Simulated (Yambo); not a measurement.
RuP$_{4}$ (space group P2_1/c, No. 14), G0W0@PBEsol in Yambo with this input:

```
rim_cut
gw0
dyson
el_el_corr
HF_and_locXC
ppa
em1d
RandQpts= 1000000
RandGvec= 1 Ry
EXXRLvcs= 84 Ry
VXCRLvcs= 336 Ry
Chimod= "HARTREE"
% BndsRnXp
 9 | 231 |
%
NGsBlkXp= 7 Ry
% LongDrXp
 1.0 | 1.0 | 1.0 |
%
PPAPntXp= 27.2114 eV
% GbndRnge
 1 | 231 |
%
GTermKind= "BG"
DysSolver= "n"
ExtendOut
```

On a 2×2×2 mesh, with wavefunctions cut at 84 Ry, the gap ((-0.5, -0.5, 0) → (-0.5, 0, 0)) is 1.427 eV and the valence edge shifts by -0.157 eV.

Question: What happens with this change: no terminator?

Answer: The gap rises by 0.039 eV, to 1.466 eV; the shift of the valence edge becomes -0.004 eV. Neither run is shown to be the converged limit. In the run with 231 bands and a 7 Ry block, which covers more k points, the smallest G0W0 gap is 1.07 eV, (-0.5, -0.5, 0) → Γ.

Spin-orbit coupling is not included.

Geometry of the Materials Project entry, not relaxed at this level; primitive cell a = 4.6931 Å, b = 4.6858 Å, c = 7.1217 Å, α = γ = 90.00°, β = 99.48°.

The structure is a Materials Project entry; no match was found in the copy of COD used, and its stability was not checked.

A shift is the quasiparticle energy of the state minus its PBEsol energy.
